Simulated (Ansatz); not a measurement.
AlRh (CsCl type, Pm-3m) at seven volumes, the program Ansatz at the PBEsol level (PAW), scaled uniformly. One row is withheld.

```
V (Å³/atom)  P (GPa)
-----------  -------
11.939         24.80
12.332             ?
12.726          6.93
13.119          0.00
13.513         -5.87
13.906        -10.84
14.300        -15.04
```

Task: Fit the shown pressures and predict the withheld one.

Result: Third-order Birch–Murnaghan: P = (3/2)B₀(x^(7/2) − x^(5/2))[1 + (3/4)(B′ − 4)(x − 1)] with x = (V₀/V)^(2/3). Least squares on the six rows gives V₀ = 13.119 Å³/atom, B₀ = 212.2 GPa, B′ = 4.54. At V = 12.332, x = 1.0421 and P = 15.11 GPa. The run itself gave 15.12 GPa.

The cell is a constructed one: a structure type filled with these elements; the Crystallography Open Database copy checked does not list it. Whether it is the stable phase at ambient conditions was not checked. The PBEsol relaxation kept the symmetry of its start; whether a distortion lowers the energy is not shown. No spin polarisation was allowed.

Potentials: the earlier of the program's two PAW sets. The files were generated under PBE; for other functionals the program regenerates the frozen cores, and for LDA and PBEsol the local potential too.
